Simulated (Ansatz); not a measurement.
**Na₃ScTlP₃: rattling a relaxed structure**

The cell was found from a structure generator's guess, not taken from experiment.

Level of theory: DFT PBE, scalar-relativistic, plane waves, PAW in Ansatz 0.2.0. Plane waves to 420 eV, a k mesh through Γ of 6×6×4 on the computed 8-atom cell and Gaussian smearing (0.10 eV); no spin polarisation.

The cell below (8 atoms, space group P4mm (No. 99)) is relaxed within its symmetry.

```xyz
8
Lattice="5.3464 0.0000 0.0000 0.0000 5.3464 0.0000 0.0000 0.0000 8.3511" Properties=species:S:1:pos:R:3 pbc="T T T"
Na    0.0000    2.6732    7.8301
Na    2.6732    0.0000    7.8301
Na    0.0000    0.0000    2.5473
Sc    0.0000    0.0000    5.6683
Tl    2.6732    2.6732    4.6222
P     0.0000    2.6732    4.7554
P     2.6732    0.0000    4.7554
P     0.0000    0.0000   -0.2002
```

For the test it was strained at random (σ = 1.5 % a component), the atoms were moved at random (σ = 0.15 Å), and all was relaxed again on a coarse 4×4×4 mesh (in the run’s order of axes) with 0.20 eV smearing, with no symmetry imposed.

These runs have no spin–orbit coupling, which can matter for Tl.

Question: Does it come back?

Answer: It doesn't return. The energy falls by 23 meV/atom on that mesh, the volume changes by 1.3 %, and the end has space group P1 (No. 1) at a loose tolerance. Relaxed again on a 6×6×4 mesh with 0.10 eV smearing, the new structure lies 8 meV/atom below the first (mesh in the axes of the run's cell; the cell below is made exact in the group named). Space group Cm (No. 8), monoclinic, a = 7.875 Å, b = 7.369 Å, c = 8.537 Å, β = 100.0°. Na on a site of symmetry 1 has 2 P at 2.71–2.72 Å, 1 P at 3.01 Å and 2 Sc at 3.48–3.50 Å; Sc has 1 P at 2.50 Å, 4 P at 2.81–2.82 Å and 5 Na at 3.48–3.50 Å; around Tl lie 4 P at 2.67–2.74 Å; around P on a site of symmetry 1 lie 2 Tl at 2.67–2.74 Å, 2 Sc at 2.81–2.82 Å and 2 Na at 2.99–3.01 Å; 2 more sites not described.

Space group Cm (No. 8). a = 7.875 Å, b = 7.369 Å, c = 8.537 Å, α = 90.00°, β = 100.05°, γ = 90.00°
| atom | site | symmetry | x | y | z |
| --- | --- | --- | --- | --- | --- |
| Na | 4b | 1 | 0.7665 | 0.2535 | 0.9344 |
| Na | 2a | m | 0.5854 | 0.5000 | 0.2952 |
| Sc | 2a | m | 0.4655 | 0.5000 | 0.6710 |
| Tl | 2a | m | 0.9775 | 0.5000 | 0.5715 |
| P | 4b | 1 | 0.2098 | 0.7647 | 0.5765 |
| P | 2a | m | 0.5190 | 0.5000 | 0.9678 |
